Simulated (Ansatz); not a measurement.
## Nuclear-site quantities of Sc as the cell is scaled

```yaml
crystal:
  lattice:
    - [3.29122, 0.00000, 0.00000]
    - [-1.64561, 2.85028, 0.00000]
    - [0.00000, 0.00000, 5.33257]
  atoms:
    - { symbol: Sc, position: [0.33333, 0.66667, 0.25000] }
    - { symbol: Sc, position: [0.66667, 0.33333, 0.75000] }
```

Atom numbers follow the list: Sc1, Sc2.

The cell is the one relaxed in the Materials Project (mp-67), not relaxed further here; entries there can be hypothetical.

All numbers below come from DFT, PBEsol, all-electron PAW with datasets made for the crystal, scalar-relativistic in Ansatz 0.2.0.

Settings: a Γ-centred 14×14×8 k mesh, Fermi–Dirac smearing of 0.08 eV, cutoff 220 eV (chosen by the program for this cell), spin-polarised from start moments Sc1 1, Sc2 1 μB (the moments died away, and the run ended non-magnetic).

The contact density is the mean electron density over the nuclear volume; its changes follow the s electrons' response to bonding and compression. Changes below are taken from the unscaled cell, where it is 48477.9 e/Å³ at Sc1.

```tsv
V/V(cell)	P (GPa)	Δρ(0) Sc1 (e/Å³)	cell moment (μB)
0.9600	-0.6	?	0.00
1.0000	-2.7	0.00	0.00
1.0400	-4.5	?	0.00
```

Give the missing entry: row "1.0400", column "Δρ(0) Sc1 (e/Å³)".

-0.39.

What belongs in the row "0.9600", column "Δρ(0) Sc1 (e/Å³)"?

0.43.

The datasets are made afresh for each cell, so very small changes are uncertain.
